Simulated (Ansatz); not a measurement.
## Rocksalt alloy of SrO and BaO (6 of 32 Sr sites exchanged), 64 atoms

Ansatz, PAW, plane waves. PBEsol relaxation of volume and atoms (shape held) at the single k point (¼, ¼, ¼) without its symmetry partners; single points on the relaxed atoms at the Γ point alone, onto which points of the small cell's zone fold. Arrangement: quasirandom. No spin–orbit coupling unless named.

Relaxed structure:

```yaml
crystal:
  lattice:
    - [10.39262, 0.00000, 0.00000]
    - [0.00000, 10.39262, 0.00000]
    - [0.00000, 0.00000, 10.39262]
  atoms:
    - { symbol: O, position: [0.24826, 0.99793, 0.99679] }
    - { symbol: O, position: [0.24797, 0.99899, 0.50308] }
    - { symbol: O, position: [0.24081, 0.50116, 0.99198] }
    - { symbol: O, position: [0.24008, 0.49988, 0.50774] }
    - { symbol: O, position: [0.75233, 0.99252, 0.99159] }
    - { symbol: O, position: [0.75181, 0.99866, 0.50716] }
    - { symbol: O, position: [0.75905, 0.50778, 0.99661] }
    - { symbol: O, position: [0.75798, 0.50209, 0.50347] }
    - { symbol: O, position: [0.00692, 0.24687, 0.99208] }
    - { symbol: O, position: [0.00062, 0.24736, 0.50694] }
    - { symbol: O, position: [0.00129, 0.75134, 0.99822] }
    - { symbol: O, position: [0.99997, 0.75154, 0.50160] }
    - { symbol: O, position: [0.49176, 0.23960, 0.99879] }
    - { symbol: O, position: [0.49731, 0.24056, 0.50215] }
    - { symbol: O, position: [0.49809, 0.75737, 0.99959] }
    - { symbol: O, position: [0.49906, 0.75791, 0.50059] }
    - { symbol: O, position: [0.00656, 0.99259, 0.24964] }
    - { symbol: O, position: [0.00094, 0.99807, 0.74961] }
    - { symbol: O, position: [0.99374, 0.50791, 0.24978] }
    - { symbol: O, position: [0.99871, 0.50129, 0.74981] }
    - { symbol: O, position: [0.49407, 0.99866, 0.24998] }
    - { symbol: O, position: [0.49866, 0.99913, 0.74989] }
    - { symbol: O, position: [0.50700, 0.50303, 0.24981] }
    - { symbol: O, position: [0.50108, 0.50018, 0.75010] }
    - { symbol: O, position: [0.25666, 0.24292, 0.25248] }
    - { symbol: O, position: [0.25084, 0.24834, 0.74891] }
    - { symbol: O, position: [0.25143, 0.75516, 0.25058] }
    - { symbol: O, position: [0.25002, 0.75084, 0.74961] }
    - { symbol: O, position: [0.74056, 0.25841, 0.26019] }
    - { symbol: O, position: [0.74772, 0.25117, 0.74433] }
    - { symbol: O, position: [0.74838, 0.74550, 0.25188] }
    - { symbol: O, position: [0.74926, 0.74916, 0.74863] }
    - { symbol: Sr, position: [0.00276, 0.99645, 0.99618] }
    - { symbol: Sr, position: [0.00112, 0.99801, 0.50348] }
    - { symbol: Sr, position: [0.99979, 0.50364, 0.99639] }
    - { symbol: Sr, position: [0.99853, 0.50178, 0.50348] }
    - { symbol: Sr, position: [0.49627, 0.99788, 0.99796] }
    - { symbol: Sr, position: [0.49800, 0.99909, 0.50206] }
    - { symbol: Sr, position: [0.24940, 0.24591, 0.99613] }
    - { symbol: Sr, position: [0.24919, 0.24596, 0.50372] }
    - { symbol: Sr, position: [0.24827, 0.75257, 0.99792] }
    - { symbol: Sr, position: [0.24804, 0.75281, 0.50197] }
    - { symbol: Sr, position: [0.74963, 0.24965, 0.50353] }
    - { symbol: Sr, position: [0.75135, 0.75013, 0.99788] }
    - { symbol: Sr, position: [0.75125, 0.75025, 0.50208] }
    - { symbol: Sr, position: [0.25067, 0.99796, 0.25020] }
    - { symbol: Sr, position: [0.24941, 0.99896, 0.74973] }
    - { symbol: Sr, position: [0.24643, 0.50004, 0.74982] }
    - { symbol: Sr, position: [0.74991, 0.99789, 0.74878] }
    - { symbol: Sr, position: [0.75108, 0.50347, 0.25232] }
    - { symbol: Sr, position: [0.75270, 0.50188, 0.74854] }
    - { symbol: Sr, position: [0.00121, 0.24945, 0.74881] }
    - { symbol: Sr, position: [0.99994, 0.75031, 0.25018] }
    - { symbol: Sr, position: [0.99987, 0.75011, 0.74968] }
    - { symbol: Sr, position: [0.49789, 0.24565, 0.25237] }
    - { symbol: Sr, position: [0.49790, 0.24593, 0.74854] }
    - { symbol: Sr, position: [0.49957, 0.75316, 0.25025] }
    - { symbol: Sr, position: [0.49955, 0.75276, 0.74979] }
    - { symbol: Ba, position: [0.49967, 0.50056, 0.99900] }
    - { symbol: Ba, position: [0.50053, 0.49944, 0.50102] }
    - { symbol: Ba, position: [0.74947, 0.25004, 0.99795] }
    - { symbol: Ba, position: [0.24860, 0.50088, 0.25002] }
    - { symbol: Ba, position: [0.74901, 0.99804, 0.25104] }
    - { symbol: Ba, position: [0.00072, 0.24996, 0.25122] }
```

What are the mean bond lengths by pair (pairs within 1.2 times the sum of covalent radii, less contacts 15 % beyond the pair's median; cation–cation pairs of compounds aside; long ionic contacts are cut short by that bound)?

Ba–O 2.670 ± 0.033 Å (standard deviation, 36 bonds); O–Sr 2.582 ± 0.042 Å (standard deviation, 156 bonds).

What gap lies between the top filled and the lowest empty level in the single points?

HSE06 3.89 eV (47 s on NVIDIA H100).
